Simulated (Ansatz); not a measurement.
## Compressing SrAg$_{2}$Si$_{2}$: a fit and a missing row

SrAg$_{2}$Si$_{2}$, I4/mmm, a = 4.334 Å, c = 10.398 Å. The structure is a COD entry; whether it is the stable form wasn't checked. Ansatz: PBEsol, PAW, 420 eV, Γ-centred 12×12×12 mesh on 5 atoms, Gaussian smearing 0.10 eV; no spin polarisation. Shape and atoms are relaxed at each volume; pressure is positive in compression.

| V (Å³/atom) | P (GPa) |
| --- | --- |
| 18.358 | 6.01 |
| 18.944 | ? |
| 19.530 | 0.00 |
| 20.116 | -2.31 |
| 20.702 | -4.24 |

Task: Take V0 = 19.530 Å³/atom, fit the third-order Birch–Murnaghan form to the other rows, and predict the missing pressure.

Result: With the Eulerian strain f = ½[(V0/V)^(2/3) − 1] and y = P/[3f(1 + 2f)^(5/2)], the form is the line y = B0 + 1.5 B0 (B0′ − 4) f. Rows (f, y): 0.02106, 85.8; -0.00976, 82.9; -0.01905, 81.8. Means f = -0.002583, y = 83.500; Σ(Δf)² = 0.0008817, ΣΔfΔy = 0.08668; the slope is their ratio. y = 83.75 + 98.31 f GPa, so B0 = 83.8 GPa and B0′ = 4 + 2 × (98.31)/(3 × 83.75) = 4.78. At V = 18.944, f = 0.01026, y = 84.76 and P = 2.74 GPa. The run gave 2.74 GPa, the same to the digits shown.